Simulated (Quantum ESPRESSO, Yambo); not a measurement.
# G0W0 results for Mg$_{2}$ZnO$_{3}$

```
CELL_PARAMETERS angstrom
      3.03300     0.00000     0.00000
     -1.51650     2.62666     0.00000
      0.00000     0.00000     7.40332
ATOMIC_POSITIONS crystal
  O  0.33333 0.66667 0.17262
  O  0.66667 0.33333 0.82738
  O  0.00000 0.00000 0.50000
  Mg 0.33333 0.66667 0.66580
  Mg 0.66667 0.33333 0.33420
  Zn 0.00000 0.00000 0.00000
```

The geometry is that of Materials Project entry mp-1222123, symmetrised and not relaxed again.

Starting point: norm-conserving LDA (Quantum ESPRESSO, 84 Ry, without SOC). G0W0 in Yambo: 6×6×2 Γ-centred k mesh, bands 7 to 125 and a 8 Ry block in the screening, 125 bands in G with the Bruneval-Gonze terminator, plasmon pole fitted at 27.2 eV.

```yaml
LDA gap along the band path: 2.87 eV
LDA gap between the mesh's edge points (A → Γ): 2.87 eV
G0W0 gap between the same points: 4.96 eV
LDA smallest direct gap on the mesh (at Γ): 2.96 eV
G0W0 direct gap at that point: 5.06 eV
```

```tsv
k point	band	E LDA (eV)	E QP (eV)	shift (eV)	Z
Γ	VB	-0.09	-1.15	-1.06	0.79
Γ	CB	2.87	3.91	1.04	0.84
A	VB	0.00	-1.05	-1.05	0.79
A	CB	3.95	5.08	1.13	0.82
```

Energies count from the LDA valence-band maximum.

Nearest settings tried, and what they do to the gap: 100 bands in W, 100 bands in G: +34 meV; 6 Ry block (101 vectors against 163): -119 meV; 9×9×4 mesh: -10 meV. So the settings aren't converged at that level. Oxides, nitrides and fluorides with a shallow 3d shell are known to need far more bands and larger blocks.

The structure is a Materials Project entry; no match was found in the copy of COD used, and its stability was not checked.
